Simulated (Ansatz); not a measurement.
LiGeN (P6_3mc) from a database structure, relaxed with r2SCAN in the plane-wave code Ansatz. It is hexagonal, P6_3mc (No. 186); a = 2.987 Å, c = 9.353 Å in the conventional setting, 12.05 Å³ an atom. Around Li lie 3 N at 2.17 Å; around Ge lie 3 N at 1.98 Å; around N lie 3 Ge at 1.98 Å and 3 Li at 2.17 Å.

The axes x, y and z are those of this cell:
```
CELL_PARAMETERS angstrom
2.98707 0.00000 0.00000
-1.49353 2.58688 0.00000
0.00000 0.00000 9.35306
ATOMIC_POSITIONS crystal
Li 0.66667 0.33333 0.74318
Li 0.33333 0.66667 0.24318
Ge 0.00000 0.00000 0.49883
Ge 0.00000 0.00000 0.99883
N 0.33333 0.66667 0.60263
N 0.66667 0.33333 0.10263
```

Unstrained: The PBE gap is indirect, 1.509 eV (Γ–K (0.45 of the way from Γ) to M), below the direct gap of 2.460 eV at Γ–M (0.90 of the way from Γ). The r2SCAN gap is indirect, 1.833 eV (Γ–K (0.45 of the way from Γ) to M), below the direct gap of 2.807 eV at Γ–M (0.90 of the way from Γ). With HSE06 the valence top lies at K and the conduction bottom at M, 2.227 eV higher; the smallest vertical gap, at M, is 3.211 eV. Meshes: PBE 12×12×4, r2SCAN 12×12×4, HSE06 6×6×2. Strains are changes of length per length. After each strain the atoms were relaxed again with r2SCAN in this cell and within any symmetry left, so distortions that break it or need a larger cell weren't tested; points keep the names that they have in the unstrained zone. The values are computed, spin-unpolarised, and not measurements.

Task: For epitaxial +5.21 % in the xy plane, how far does the free direction move, and what happens to the gap?

Result: The normal strain at zero normal stress is -1.20 %, 0.23 of the in-plane strain with the sign turned. PBE: the gap goes from 1.509 to 1.045 eV (-0.464 eV); the edges go from Γ–K (0.45) → M to (-0.109, 0.224, 0) → M. r2SCAN: the gap goes from 1.833 to 1.366 eV (-0.467 eV); the edges go from Γ–K (0.45) → M to (-0.109, 0.224, 0) → M. HSE06: the gap goes from 2.227 to 1.818 eV (-0.410 eV); the edges go from K → M to (-0.109, 0.224, 0) → M.

Task: Estimate what biaxial +5.25 % in x and y, z held does to the gap.

Result: PBE: the gap goes from 1.509 to 1.098 eV (-0.411 eV); the edges go from Γ–K (0.45) → M to Γ–K (0.34) → M. r2SCAN: the gap goes from 1.833 to 1.422 eV (-0.411 eV); the edges go from Γ–K (0.45) → M to Γ–K (0.34) → M. HSE06: the gap goes from 2.227 to 1.873 eV (-0.354 eV); the edges go from K → M to Γ–K (0.34) → M. The r2SCAN energy rises by 56.4 meV an atom.

Task: Estimate what uniaxial -3.7 % along z, other directions held does to the gap.

Result: PBE: the gap goes from 1.509 to 1.353 eV (-0.155 eV); the edges go from Γ–K (0.45) → M to Γ–K (0.41) → M. r2SCAN: the gap goes from 1.833 to 1.668 eV (-0.165 eV); the edges go from Γ–K (0.45) → M to Γ–K (0.41) → M. HSE06: the gap goes from 2.227 to 2.133 eV (-0.094 eV); the edges go from K → M to Γ–K (0.41) → M. The r2SCAN energy rises by 6.8 meV an atom.

The runs are scalar-relativistic, without spin-orbit coupling.

Where an edge lies off the special points, it is a point of the mesh or the k point where a search put PBE's edge or least direct gap, reused for the other functionals, whose own edges may lie a little apart.

Coordinates of k points refer to the reciprocal vectors of the primitive cell of the runs.

The meshes of the hybrids are coarse, so their gaps aren't converged to the digits shown.
